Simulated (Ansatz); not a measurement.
CdI$_{2}$:
```xyz
9
Lattice="4.1642 0.0000 0.0000 -2.0821 3.6063 0.0000 0.0000 0.0000 19.9952" Properties=species:S:1:pos:R:3 pbc="T T T"
Cd     2.0821     1.2021     6.6535
Cd     0.0000     2.4042    13.3417
Cd     0.0000     0.0000     0.0000
I      0.0000     2.4042     1.6912
I      2.0821     1.2021    18.3040
I      0.0000     2.4042     8.3435
I      2.0821     1.2021    11.6517
I      0.0000     0.0000     4.9625
I      0.0000     0.0000    15.0328
```

Relaxed with LDA. Special points in fractions of this cell's reciprocal vectors: Γ (0.000, 0.000, 0.000); M (0.500, 0.000, 0.000); K (0.333, 0.333, 0.000); A (0.000, 0.000, 0.500); L (0.500, 0.000, 0.500); H (0.333, 0.333, 0.500).

List the band energies nearest the valence-band maximum at these points for DFT-LDA in the program Ansatz with PAW potentials.

In eV from the valence-band maximum; about four levels below and three above (degenerate sets whole), none deeper than 8.9 eV; points with the same levels are listed once.

```tsv
k	below	above
Γ	-0.05 -0.05 -0.05 -0.05	2.34 3.40 3.41
M	-0.47 -0.45 -0.31 -0.15	2.00 2.35 2.49
K	-0.99 -0.65 -0.53 -0.53	2.97 2.97 3.03
A	-0.13 -0.13 -0.02 -0.02	2.74 2.75 3.71
L	-0.51 -0.36 -0.25 -0.24	2.05 2.16 2.62
H	-0.88 -0.75 -0.57 -0.57	2.99 2.99 3.05
```

Space group P-3m1. The workflow started from a Materials Project entry (that database holds measured and hypothetical structures alike); the Crystallography Open Database files this formula in space group No. 164, but the cells were not matched. Whether it is the stable phase at ambient conditions was not checked. Symmetry was held in the LDA relaxation; its stability against distortions is not shown here. A crystal of weakly bound layers computed without a dispersion correction: the cell and the soft elastic constants depend strongly on that. Scalar-relativistic: spin–orbit coupling is off unless named, which matters more the heavier the elements.

Potentials: the later of the program's two PAW sets.
